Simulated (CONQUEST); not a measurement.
CONQUEST run on TiN (I4/mmm, 8 atoms in the cell; from Materials Project mp-492, changed as shown): self-consistent single point.

Level of theory: PBE, numerical atomic orbitals double-zeta with polarisation (the shipped basis), PseudoDojo norm-conserving potentials made for PBE (CONQUEST).

The change in words: lattice vector a scaled by 0.99. Reference geometry (Fm-3m):
```
CELL_PARAMETERS angstrom
      4.24125     0.00000     0.00000
      0.00000     4.24125     0.00000
      0.00000     0.00000     4.24125
ATOMIC_POSITIONS crystal
  Ti 0.00000 0.00000 0.00000
  Ti 0.00000 0.50000 0.50000
  Ti 0.50000 0.00000 0.50000
  Ti 0.50000 0.50000 0.00000
  N  0.50000 0.00000 0.00000
  N  0.50000 0.50000 0.50000
  N  0.00000 0.00000 0.50000
  N  0.00000 0.50000 0.00000
```

Reference input (self-consistent single point, DFT, PBE, numerical atomic orbitals double-zeta with polarisation (the shipped basis), PseudoDojo norm-conserving potentials made for PBE): basis = DZP; Diag.MPMeshX, Y, Z = 3 3 3; potentials = PseudoDojo norm-conserving PBE; Grid.GridCutoff = 140 Ha; DM.SolutionMethod = diagon; Diag.kT = 0.003675 Ha; Diag.GammaCentred = true; minE.SCTolerance = 1.0e-06; SC.MaxIters = 100; SC.LinearMixingFactor = 0.5; SC.KerkerPreCondition = true; SC.KerkerFactor = 0.5 1/bohr. This run's input differs from it in these lines:

```diff
@@ -31,3 +31,3 @@
 # file: coords.dat
-     8.014800926      0.000000000      0.000000000
+     7.934653862      0.000000000      0.000000000
      0.000000000      8.014800926      0.000000000
```

Log, with long lists cut:

```
    PulayMixSC: Starting Pulay mixing, A_up =  0.500 A_dn =  0.500
    PulayMixSC: Spin non-polarised calculation.
    PulayMixSC: with Kerker preconditioning, q0 =  0.500
          Harris-Foulkes Energy            :      -279.668454535361320 Ha
          Free Energy (E-TS)               :      -279.669617506338625 Ha
    PulayMixSC: Pulay iteration     1 residual:              0.67758E-02
          Harris-Foulkes Energy            :      -279.509278926386912 Ha
          Free Energy (E-TS)               :      -279.510471213629046 Ha
    PulayMixSC: Pulay iteration     2 residual:              0.46328E-02
   [... lines left out ...]
          Free Energy (E-TS)               :      -279.364775243384145 Ha
    PulayMixSC: Pulay iteration    10 residual:              0.72880E-05
          Harris-Foulkes Energy            :      -279.360245854181471 Ha
          Free Energy (E-TS)               :      -279.364775186221095 Ha
    PulayMixSC: Pulay iteration    11 residual:              0.13911E-05
          Harris-Foulkes Energy            :      -279.360245315166253 Ha
          Free Energy (E-TS)               :      -279.364774679061213 Ha
    PulayMixSC: Pulay iteration    12 residual:              0.73317E-06
    PulayMixSC: Reached SCF tolerance of  0.73317E-06 after     12 iterations
      | Number of electrons      =        67.999983
      | GS Energy as E-(1/2)TS   =      -279.362509997113762 Ha
      | Free Energy as E-TS      =      -279.364774679061213 Ha
      |* Harris-Foulkes energy   =      -279.360245315166253 Ha
      |* DFT total energy        =      -279.360245318939747 Ha

    force: Forces on atoms (Ha/a0)
    force:  Atom   X              Y              Z
    force:     1   0.0000000000  -0.0000000000  -0.0000000000
   [... zero for the other atoms too ...]

    force: Maximum force :        0.00000000(Ha/a0) on atom         1 in z direction
    force: Force Residual:        0.00000000 Ha/a0
    force: Total stress:        -10.35967364     0.00000000     0.00000000 GPa
                             0.00000000    -6.73900358     0.00000000
                             0.00000000     0.00000000    -6.73900358
    force: Average pressure:      7.94589360 GPa

    get_E_and_F: Change in energy during last step of electronic optimisation:  0.53902E-06
```

The run converged in 12 iterations. CONQUEST prints the stress tensor with tension positive. Against the reference run the free energy rises by 4.6 meV/atom and the pressure goes from 5.36 to 7.95 GPa.

The program uses no crystal symmetry, so grid and mesh can part values that symmetry would make equal. The atom-centred basis is finite, which shifts total energies and pressures against plane waves. The structure comes from a collection of computed structures, made at another level of theory; the collection holds predicted forms beside known ones. No clean gap shows at this smearing width and mesh (spacing up to 0.50 Å⁻¹); the mesh is coarse for partly filled bands, so the values carry mesh errors.

Cost on one core: very roughly 110 core-seconds.
